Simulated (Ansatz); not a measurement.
In DFT-PBEsol in the program Ansatz with PAW potentials, SiB2Os2 in the orthorhombic phase (Cmmm; Si on 2a, Os on 4j, B on 4i) relaxes to a = 2.888 Å, b = 12.997 Å, c = 2.787 Å. Its formation energy from the elements is 0.13 eV/atom, with no fitted shifts.

Electronic character: metallic (no gap).

An equation-of-state fit gives a bulk modulus of 284 GPa.

The start of the workflow was typed in or built on a structure type; neither database checked (COD, Materials Project) lists it. Its standing as an ambient phase is unchecked. The cell was relaxed with PBEsol under the symmetry of its start; whether a distortion lowers the energy is not shown. No spin polarisation was allowed. The references are the lowest solids computed at this level, not always the standard phases. Spin–orbit coupling is left out wherever it is not named.

Potentials: the later of the program's two PAW sets.
